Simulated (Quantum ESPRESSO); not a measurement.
## B2GeO2N2 (input and log of a self-consistent run)

Simulated, not a measurement. The program is pw.x of Quantum ESPRESSO 7.5 (plane-wave density functional theory). The cell is made up: 7 atoms on a wurtzite lattice with one site empty, with randomly drawn elements, strain and displacements, not relaxed. PseudoDojo standard norm-conserving files (v0.5 for PBE, v0.4.1 for LDA and PBEsol) set the functional; there is no spin polarisation, spin-orbit coupling or dispersion term, and the masses in the input are unused placeholders.

Input:

```
&control calculation='scf', pseudo_dir='./dojo.nc.sr.pbe.v0_5.standard.upf', outdir='./o', disk_io='medium', tprnfor=.true., tstress=.true. /
&system ibrav=0, nat=7, ntyp=4, nbnd=27, ecutwfc=105.61755193, nosym=.true., tot_charge=0,
 occupations='smearing', smearing='fd', degauss=0.0018374661
/
&electrons conv_thr=7.350e-09, electron_maxstep=60, /
ATOMIC_SPECIES
B 1.0 B.upf
Ge 1.0 Ge.upf
N 1.0 N.upf
O 1.0 O.upf
CELL_PARAMETERS angstrom
2.734 0.0 0.0
0.0 4.7354 0.0
0.0 0.0 4.4646
ATOMIC_POSITIONS angstrom
B 0.0371 -0.0423 0.0098
Ge 1.3851 2.349 -0.0647
B -0.0445 3.1828 2.1906
O 0.0216 -0.0388 1.6738
N 1.3001 2.3045 1.7054
N 1.3282 0.7801 3.9281
O -0.0348 3.2151 3.8622
K_POINTS automatic
8 6 6 1 1 1
```

The log is shortened where brackets say so; the opening notice, blank lines, dates and the lines on written files are dropped, and the path of the files is cut. It prints rydbergs, bohrs and kilobars, and counts compression as positive stress. With no partly filled state, the Fermi energy that it prints is only some level between the filled and the empty states on the mesh, and need not lie in the true gap.

```
     Program PWSCF v.7.5
     Parallel version (MPI & OpenMP), running on       1 processor cores
     Number of MPI processes:                 1
     Threads/MPI process:                     1
     [start-up lines left out]
     bravais-lattice index     =            0
     lattice parameter (alat)  =       5.1665  a.u.
     unit-cell volume          =     390.0626 (a.u.)^3
     number of atoms/cell      =            7
     number of atomic types    =            4
     number of electrons       =        42.00
     number of Kohn-Sham states=           27
     kinetic-energy cutoff     =     105.6176  Ry
     charge density cutoff     =     422.4702  Ry
     scf convergence threshold =      7.3E-09
     mixing beta               =       0.7000
     number of iterations used =            8  plain     mixing
     Exchange-correlation= PBE
                           (   1   4   3   4   0   0   0)
     [axes and pseudopotential details left out]
   Cartesian axes
     site n.     atom                  positions (alat units)
         1        B      tau(   1) = (   0.0135699  -0.0154718   0.0035845  )
         2        Ge     tau(   2) = (   0.5066203   0.8591807  -0.0236650  )
         3        B      tau(   3) = (  -0.0162765   1.1641551   0.8012436  )
         4        O      tau(   4) = (   0.0079005  -0.0141917   0.6122165  )
         5        N      tau(   5) = (   0.4755304   0.8429042   0.6237747  )
         6        N      tau(   6) = (   0.4858083   0.2853328   1.4367593  )
         7        O      tau(   7) = (  -0.0127286   1.1759693   1.4126554  )
     number of k points=   144  Fermi-Dirac smearing, width (Ry)=  0.0018
     Number of k-points >= 100: set verbosity='high' to print them.
     Dense  grid:    57117 G-vectors     FFT dimensions: (  36,  60,  60)
     Estimated max dynamical RAM per process >      67.66 MB
     Initial potential from superposition of free atoms
     starting charge      41.9987, renormalised to      42.0000
     Starting wfcs are   33 randomized atomic wfcs
     total cpu time spent up to now is       18.8 secs
     per-process dynamical memory:    43.3 Mb
     Self-consistent Calculation
     iteration #  1     ecut=   105.62 Ry     beta= 0.70
     Davidson diagonalization with overlap
     ethr =  1.00E-02,  avg # of iterations =  3.0
     total cpu time spent up to now is       62.7 secs
     total energy              =    -297.10663606 Ry
     estimated scf accuracy    <       1.56964696 Ry
     iteration #  2     ecut=   105.62 Ry     beta= 0.70
     Davidson diagonalization with overlap
     ethr =  3.74E-03,  avg # of iterations =  3.9
     total cpu time spent up to now is      112.8 secs
     total energy              =    -296.93043693 Ry
     estimated scf accuracy    <       3.55899702 Ry
     iteration #  3     ecut=   105.62 Ry     beta= 0.70
     Davidson diagonalization with overlap
     ethr =  3.74E-03,  avg # of iterations =  2.1
     total cpu time spent up to now is      155.8 secs
     total energy              =    -297.76224054 Ry
     estimated scf accuracy    <       0.28482332 Ry
     iteration #  4     ecut=   105.62 Ry     beta= 0.70
     Davidson diagonalization with overlap
     ethr =  6.78E-04,  avg # of iterations =  2.5
     total cpu time spent up to now is      192.1 secs
     total energy              =    -297.78987281 Ry
     estimated scf accuracy    <       0.04994499 Ry
     iteration #  5     ecut=   105.62 Ry     beta= 0.70
     Davidson diagonalization with overlap
     ethr =  1.19E-04,  avg # of iterations =  6.0
     total cpu time spent up to now is      230.4 secs
     total energy              =    -297.79539677 Ry
     estimated scf accuracy    <       0.00480546 Ry
     [iterations 6 to 8 left out]
     iteration #  9     ecut=   105.62 Ry     beta= 0.70
     Davidson diagonalization with overlap
     ethr =  7.32E-08,  avg # of iterations =  2.3
     total cpu time spent up to now is      381.2 secs
     total energy              =    -297.79655189 Ry
     estimated scf accuracy    <       0.00000316 Ry
     iteration # 10     ecut=   105.62 Ry     beta= 0.70
     Davidson diagonalization with overlap
     ethr =  7.52E-09,  avg # of iterations =  3.4
     total cpu time spent up to now is      418.1 secs
     total energy              =    -297.79655178 Ry
     estimated scf accuracy    <       0.00000217 Ry
     iteration # 11     ecut=   105.62 Ry     beta= 0.70
     Davidson diagonalization with overlap
     ethr =  5.16E-09,  avg # of iterations =  2.0
     total cpu time spent up to now is      447.5 secs
     total energy              =    -297.79655202 Ry
     estimated scf accuracy    <       0.00000012 Ry
     iteration # 12     ecut=   105.62 Ry     beta= 0.70
     Davidson diagonalization with overlap
     ethr =  2.85E-10,  avg # of iterations =  4.0
     total cpu time spent up to now is      491.2 secs
     total energy              =    -297.79655206 Ry
     estimated scf accuracy    <       0.00000007 Ry
     iteration # 13     ecut=   105.62 Ry     beta= 0.70
     Davidson diagonalization with overlap
     ethr =  1.64E-10,  avg # of iterations =  2.0
     total cpu time spent up to now is      515.7 secs
     End of self-consistent calculation
     Number of k-points >= 100: set verbosity='high' to print the bands.
     the Fermi energy is    11.5670 ev
!    total energy              =    -297.79655207 Ry
     estimated scf accuracy    <          2.3E-09 Ry
     smearing contrib. (-TS)   =      -0.00000000 Ry
     internal energy E=F+TS    =    -297.79655207 Ry
     The total energy is F=E-TS. E is the sum of the following terms:
     one-electron contribution =    -113.39482938 Ry
     hartree contribution      =      86.47871244 Ry
     xc contribution           =     -77.72462460 Ry
     ewald contribution        =    -193.15581052 Ry
     convergence has been achieved in  13 iterations
     Forces acting on atoms (cartesian axes, Ry/au):
     atom    1 type  1   force =    -0.01445906    0.20997760    0.11444315
     atom    2 type  2   force =    -0.06972911   -0.11870615    0.21576736
     atom    3 type  1   force =     0.00968586    0.05985350   -0.20285191
     atom    4 type  4   force =    -0.01288236   -0.19713696   -0.10913732
     atom    5 type  3   force =     0.00895751    0.17821655    0.14422965
     atom    6 type  3   force =     0.00439943   -0.34308804    0.00219338
     atom    7 type  4   force =     0.07402773    0.21088349   -0.16464431
     Total force =     0.682721     Total SCF correction =     0.000104
     Computing stress (Cartesian axis) and pressure
          total   stress  (Ry/bohr**3)                   (kbar)     P=      143.20
   0.00164234   0.00015288  -0.00016373          241.60       22.49      -24.09
   0.00015288   0.00125176   0.00031543           22.49      184.14       46.40
  -0.00016373   0.00031543   0.00002630          -24.09       46.40        3.87
     init_run     :     17.07s CPU     18.76s WALL (       1 calls)
     electrons    :    468.01s CPU    496.86s WALL (       1 calls)
     forces       :      4.72s CPU      4.82s WALL (       1 calls)
     stress       :     16.93s CPU     17.04s WALL (       1 calls)
     [timing details left out]
     PWSCF        :   8m26.88s CPU   8m57.82s WALL
     JOB DONE.
```

In other units: free energy -4051.729 eV for the cell, pressure 14.32 GPa, largest force component 8.821 eV/Å. This run is the check on a run of the same cell at 1143 eV and a 6 x 4 x 4 mesh: rerunning at 1437 eV and a 8 x 6 x 6 mesh moved values by no more than 0.002 eV in energy, 0.04 GPa in stress and 0.005 eV/Å in force.